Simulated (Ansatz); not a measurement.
Steps from a short run of molecular dynamics on a 1×1×1 supercell (4 atoms) of Si3C (ordering on diamond), relaxed with r2SCAN; forces from PBEsol in Ansatz, 4×4×4 mesh, Fermi-Dirac smearing of 0.052 eV, constant energy and volume (NVE), started at 600 K. Spin polarisation is off, nuclei are classical, and the run is far too short for thermal averages. The structure comes from a prototype and may be hypothetical.

Cell vectors in Å:
```
 1.6986  0.9807  5.8709
-1.6986  0.9807  5.8709
 0.0000 -1.9614  5.8709
```

Question: At 8 fs positions (Å), velocities (Å/fs) and forces (eV/Å) are
```
C   1.6538  0.9876  5.9399   -0.0053  0.0007  0.0080    0.1447 -0.0898 -1.2803
Si  0.0434  0.0016  8.7380    0.0050  0.0001 -0.0015   -0.4458 -0.0623 -0.2353
Si -0.0372 -0.0006  6.3669   -0.0047  0.0000 -0.0047   -0.0433  0.0766  0.6679
Si  0.0130 -0.0039 15.6982    0.0020 -0.0004  0.0029    0.3444  0.0755  0.8477
```
Where are the atoms one step (2 fs) later, and what forces do they feel?

Answer:
```
C   1.6435  0.9887  5.9538    0.1704 -0.1049 -1.4587
Si  0.0530  0.0018  8.7348   -0.5171 -0.0682 -0.1505
Si -0.0466 -0.0006  6.3579   -0.0477  0.0896  0.8500
Si  0.0172 -0.0047 15.7045    0.3944  0.0835  0.7592
```
The temperature goes from 462.0 to 399.0 K.

Question: At 12 fs the positions in Å are
```
C    1.634   0.990   5.963
Si   0.062   0.002   8.731
Si  -0.056   0.000   6.350
Si   0.022  -0.005  15.712
```
What are the forces, and how far does the free energy (smearing included) lie above that of step 0, with the atoms on their sites?

Answer: 24.8 meV an atom; forces in eV/Å:
```
C    0.186  -0.114  -1.562
Si  -0.566  -0.071  -0.050
Si  -0.047   0.097   0.989
Si   0.426   0.087   0.624
```

Question: At 28 fs the positions in Å are
```
C    1.574   0.985   5.878
Si   0.106   0.000   8.714
Si  -0.132   0.005   6.340
Si   0.080  -0.007  15.775
```
What are the forces, and how far does the free energy (smearing included) lie above that of step 0, with the atoms on their sites?

Answer: 22.8 meV an atom; forces in eV/Å:
```
C   -0.036   0.025   0.284
Si  -0.309  -0.039   0.616
Si   0.152  -0.021   0.744
Si   0.194   0.035  -1.645
```

Question: At 36 fs the positions in Å are
```
C    1.546   0.983   5.820
Si   0.115  -0.003   8.722
Si  -0.167   0.008   6.364
Si   0.117  -0.006  15.769
```
What are the forces, and how far does the free energy (smearing included) lie above that of step 0, with the atoms on their sites?

Answer: 30.2 meV an atom; forces in eV/Å:
```
C   -0.107   0.090   1.511
Si  -0.026   0.003   0.387
Si   0.242  -0.084   0.166
Si  -0.109  -0.010  -2.064
```

Question: At 40 fs the positions in Å are
```
C    1.530   0.983   5.817
Si   0.120  -0.005   8.730
Si  -0.182   0.009   6.378
Si   0.135  -0.005  15.748
```
What are the forces, and how far does the free energy (smearing included) lie above that of step 0, with the atoms on their sites?

Answer: 23.9 meV an atom; forces in eV/Å:
```
C    0.008   0.098   1.255
Si   0.119   0.027   0.089
Si   0.261  -0.097  -0.043
Si  -0.388  -0.028  -1.300
```

Question: At 44 fs the positions in Å are
```
C    1.514   0.984   5.830
Si   0.124  -0.006   8.738
Si  -0.196   0.009   6.391
Si   0.151  -0.005  15.721
```
What are the forces, and how far does the free energy (smearing included) lie above that of step 0, with the atoms on their sites?

Answer: 19.8 meV an atom; forces in eV/Å:
```
C    0.184   0.089   0.634
Si   0.249   0.049  -0.267
Si   0.266  -0.098  -0.173
Si  -0.699  -0.041  -0.193
```
